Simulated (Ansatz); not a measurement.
# MgMn2Si4O12, one structure, two calculations

Cell: a computed structure from the Materials Project (it need not be an observed phase), taken as it stands.

```
CELL_PARAMETERS angstrom
5.44620 0.00000 0.00000
1.51614 6.28341 0.00000
1.51335 0.38829 6.27589
ATOMIC_POSITIONS crystal
Mg 0.24277 0.69867 0.26864
Mn 0.24286 0.07336 0.89428
Mn 0.74275 0.88818 0.07945
Si 0.21654 0.18771 0.38126
Si 0.27114 0.58643 0.77995
Si 0.72335 0.36155 0.20370
Si 0.76425 0.76391 0.60608
O 0.42207 0.35050 0.33737
O 0.06731 0.63195 0.61546
O 0.55024 0.61573 0.62985
O 0.93932 0.34023 0.34950
O 0.20566 0.06680 0.61208
O 0.27983 0.35549 0.90053
O 0.83642 0.85259 0.35701
O 0.64869 0.61059 0.11535
O 0.82437 0.17188 0.03824
O 0.66180 0.92971 0.79569
O 0.31737 0.00688 0.19986
O 0.16826 0.76825 0.96072
```

Atoms are numbered from 1 in the order listed; like atoms form one site, named after its first atom.

First run. All values are calculated (Ansatz; DFT, PBE, plane waves and PAW, scalar-relativistic, collinear spin, 420 eV cutoff, Γ-centred 4×4×4 k-points, Fermi–Dirac smearing 0.02 eV), not measured. Start moments as typed (μB): 4 on each Mn, none on the rest.

| site | atom | V_zz (10²¹ V/m²) | η | m (μB) |
| --- | --- | --- | --- | --- |
| Mg | 1 | 1.61 | 0.22 | 0.00 |
| Mn2 | 2 | -6.04 | 0.18 | 3.15 |
| Mn3 | 3 | -3.71 | 0.02 | -3.22 |
| Si4 | 4 | -2.47 | 0.39 | 0.00 |
| Si5 | 5 | -2.44 | 0.42 | 0.00 |
| Si7 | 7 | -3.39 | 0.99 | 0.00 |
| O12 | 12 | 8.24 | 0.29 | 0.03 |
| O13 | 13 | 8.27 | 0.29 | 0.03 |
| O14 | 14 | 7.63 | 0.48 | -0.01 |
| O15 | 15 | 7.58 | 0.49 | -0.01 |
| O16 | 16 | -7.15 | 0.96 | 0.03 |
| O17 | 17 | -7.22 | 0.95 | 0.03 |
| O18 | 18 | 5.06 | 0.69 | -0.05 |
| O19 | 19 | 5.07 | 0.72 | -0.05 |

Second run. The same atoms and settings, except that the start moments (μB) are 0 -4 4 0 0 0 0 0 0 0 0 0 0 0 0 0 0 0 0 by atom.

Question: What does the second run give?

Answer: 

```tsv
site	atom	V_zz	η	change of V_zz	m (μB)
Mg	1	1.61	0.22	0.00	0.00
Mn2	2	-6.04	0.18	0.00	-3.15
Mn3	3	-3.71	0.02	0.00	3.22
Si4	4	-2.47	0.39	0.00	0.00
Si5	5	-2.44	0.42	0.00	0.00
Si7	7	-3.39	0.99	0.00	0.00
O12	12	8.24	0.29	0.00	-0.03
O13	13	8.27	0.29	0.00	-0.03
O14	14	7.63	0.48	0.00	0.01
O15	15	7.58	0.49	0.00	0.01
O16	16	-7.15	0.96	0.00	-0.03
O17	17	-7.22	0.95	0.00	-0.03
O18	18	5.06	0.69	0.00	0.05
O19	19	5.07	0.72	0.00	0.05
```

No V_zz moves by more than 0.01. The table leaves out 5 of the 19 sites, with |V_zz| up to 9.62; their tensors move by 0.01 at most along any direction. The statements above cover all sites.

The largest force is 0.6 eV/Å, so the atoms aren't at the calculated equilibrium and relaxing them would move these values. With a gap of 0.3 eV on this mesh, the gradients can still move by some per cent as the k-mesh gets denser. The magnetic order is the one that the run reached from its start moments, not necessarily the measured one.
For the first run: The moments were started parallel, and the run ended with some of them reversed. The program didn't check the stability of this electronic state in full, so a lower one may lie near.
